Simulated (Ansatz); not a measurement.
Ta (bcc (W type)), relaxed with PBE (Ansatz, an electronic-structure program, plane waves, PAW): a = 3.319 Å, b = 3.319 Å, c = 3.319 Å, α = 90.00°, β = 90.00°, γ = 90.00°.

**Question.** The same phase is relaxed and computed with PBE+D3(BJ) in the same code. What is the cell now?

**Answer.** a = 3.2857 Å, b = 3.2857 Å, c = 3.2857 Å, α = 90.00°, β = 90.00°, γ = 90.00°.

All cells were relaxed under the symmetry of their starts (and spin orders); stability against distortions was not tested throughout. Rows with no word on spin ran without spin polarisation. Scalar-relativistic: spin–orbit coupling is off unless named, which matters more the heavier the elements.

Potentials: the earlier of the program's two PAW sets.

Ansatz is a plane-wave DFT program.
